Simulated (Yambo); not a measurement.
Yambo run on KIO₃ (space group R3m, No. 160). The wavefunctions are PBEsol (pw.x of Quantum ESPRESSO, ONCV potentials, with spin-orbit coupling) ones on a 2×2×2 mesh (34 occupied bands); a = b = c = 4.4383 Å, α = β = γ = 88.67°.

Yambo input:

```
rim_cut
gw0
dyson
el_el_corr
HF_and_locXC
ppa
em1d
RandQpts= 1000000
RandGvec= 1 Ry
EXXRLvcs= 84 Ry
VXCRLvcs= 336 Ry
Chimod= "HARTREE"
% BndsRnXp
 1 | 254 |
%
NGsBlkXp= 1 Ry
% LongDrXp
 1.0 | 1.0 | 1.0 |
%
PPAPntXp= 27.2114 eV
% GbndRnge
 1 | 254 |
%
GTermKind= "BG"
DysSolver= "n"
ExtendOut
% QPkrange
 4 | 4 | 34 | 35 |
%
```

k points by index: 4 = Z.

Table of the .qp output:

```
#    K-point    Band    Eo [eV]    E [eV]    E-Eo [eV]    Vxc [eV]    Vnlxc [eV]    Sc|Eo [eV]    Sc|E [eV]    dSc/dw|Eo [eV]    Re(Z)    Im(Z)
#
    4    34    0.000000    -0.734508    -0.734508    -16.83925    -20.49406    2.782004    2.920303    -5.122777    0.841566    -0.001168
    4    35    2.274966    3.419278    1.144311    -14.00581    -10.04356    -2.611507    -2.817934    -4.908350    0.847184    -0.001108
```
(The two width columns are left out.) Convergence of these settings isn't established.

Geometry of the Materials Project entry, not relaxed at this level.
